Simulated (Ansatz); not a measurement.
## Ca3In4Sb4: start and end of a relaxation

A trial structure of Ca3In4Sb4 was built thus: 4-connected net, two elements alternating, guests in its cages (I-43m, No. 217) (guest Ca). Its size is a rough estimate.

start.cif

```cif
data_structure
_symmetry_space_group_name_H-M 'I-43m'
_symmetry_Int_Tables_number 217
_cell_length_a 8.7324
_cell_length_b 8.7324
_cell_length_c 8.7324
_cell_angle_alpha 90.000
_cell_angle_beta 90.000
_cell_angle_gamma 90.000
_cell_volume 665.90
loop_
_atom_site_label
_atom_site_type_symbol
_atom_site_symmetry_multiplicity
_atom_site_Wyckoff_symbol
_atom_site_fract_x
_atom_site_fract_y
_atom_site_fract_z
_atom_site_occupancy
Ca1 Ca 6 b 0.50000 0.00000 0.00000 1
In1 In 8 c 0.83735 0.16265 0.16265 1
Sb1 Sb 8 c 0.33735 0.66265 0.33735 1
```

Method: Ansatz 0.2.0, DFT PBE, scalar-relativistic, plane waves, PAW. Cutoff 420 eV, Gaussian smearing, Γ-centred meshes. Cell and atoms relax first on a coarse mesh and then on a finer one. In between, the cell is made exact in the group found at 0.06 Å. In metals the finer mesh still leaves noise of several meV/atom or more. The steps can't lower the symmetry of their start. No spin polarisation.

end.cif

```cif
data_structure
_symmetry_space_group_name_H-M 'I-43m'
_symmetry_Int_Tables_number 217
_cell_length_a 9.1447
_cell_length_b 9.1447
_cell_length_c 9.1447
_cell_angle_alpha 90.000
_cell_angle_beta 90.000
_cell_angle_gamma 90.000
_cell_volume 764.72
loop_
_atom_site_label
_atom_site_type_symbol
_atom_site_symmetry_multiplicity
_atom_site_Wyckoff_symbol
_atom_site_fract_x
_atom_site_fract_y
_atom_site_fract_z
_atom_site_occupancy
Ca1 Ca 6 b 0.50000 0.00000 0.00000 1
In1 In 8 c 0.87562 0.12438 0.12438 1
Sb1 Sb 8 c 0.30235 0.69765 0.30235 1
```

The symmetry stays I-43m (No. 217). The volume per atom grows by 14.8 %, from 30.3 to 34.8 Å³. The shortest distance goes from 2.64 Å (In–Sb) to 2.82 Å (In–Sb). The energy falls by about 0.16 eV/atom (the start's value is from the coarse mesh).

- Volume per atom: 34.76 Å³
- Density: 4.63 g/cm³
- Formation energy: −0.14 eV/atom
- Gap on the 6×6×6 mesh of the 11-atom cell: 0 eV (a metal)

Formation energies are uncorrected and refer to the elements' standard structures at the same level. A negative formation energy is needed for stability but isn't enough: competing phases decide.

The last run used Gaussian smearing of 0.10 eV. Spin–orbit coupling, which can matter for Sb, is left out. Symmetry constrained the relaxation, so the result can be a saddle point. In all, the 3 runs took 8.3 min on 1 thread of Arm Neoverse V1, on a shared host.
